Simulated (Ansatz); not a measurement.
PtS₂ (CdI2 type)

```yaml
crystal:
  lattice:
    - [3.55232, 0.00000, 0.00000]
    - [-1.77616, 3.07640, 0.00000]
    - [0.00000, 0.00000, 5.12720]
  atoms:
    - { symbol: Pt, position: [0.00000, 0.00000, 0.00000] }
    - { symbol: S, position: [0.33333, 0.66667, 0.23909] }
    - { symbol: S, position: [0.66667, 0.33333, 0.76091] }
```

The volume is varied about the relaxed value V₀ at fixed cell shape. The atoms relax within the cell's symmetry.

Calculation: r2SCAN+rVV10 (plane waves to 500 eV, PAW, scalar-relativistic; Ansatz, an electronic-structure program). k mesh 11×11×7 (Γ-centred), Fermi-Dirac smearing 0.05 eV. E stands for the smeared free energy. Compression counts positive. PtS2 is run without spin polarisation. PtS2 was relaxed with its symmetry unable to fall. Spin-orbit coupling is left out, though Pt is heavy. ΔE is measured from the relaxed starting cell.

```json
[
 {"V (Å³/atom)": "17.557", "ΔE (meV/atom)": "[?]", "P (GPa)": "5.37"},
 {"V (Å³/atom)": "17.837", "ΔE (meV/atom)": "9.8", "P (GPa)": "3.87"},
 {"V (Å³/atom)": "18.117", "ΔE (meV/atom)": "4.2", "P (GPa)": "2.48"},
 {"V (Å³/atom)": "18.397", "ΔE (meV/atom)": "[?]", "P (GPa)": "[?]"},
 {"V (Å³/atom)": "18.677", "ΔE (meV/atom)": "0.0", "P (GPa)": "0.00"},
 {"V (Å³/atom)": "18.957", "ΔE (meV/atom)": "[?]", "P (GPa)": "-1.10"},
 {"V (Å³/atom)": "19.238", "ΔE (meV/atom)": "3.8", "P (GPa)": "-2.11"},
 {"V (Å³/atom)": "19.518", "ΔE (meV/atom)": "8.3", "P (GPa)": "-3.03"},
 {"V (Å³/atom)": "19.798", "ΔE (meV/atom)": "[?]", "P (GPa)": "-3.88"}
]
```

**Question.** Complete the blanks.

**Answer.** 
- 17.557, ΔE (meV/atom): 17.8
- 18.397, ΔE (meV/atom): 1.0
- 18.397, P (GPa): 1.19
- 18.957, ΔE (meV/atom): 1.0
- 19.798, ΔE (meV/atom): 14.4

(A scan under strain: stresses follow from slopes of the energy per volume, elastic moduli from its curvatures.)
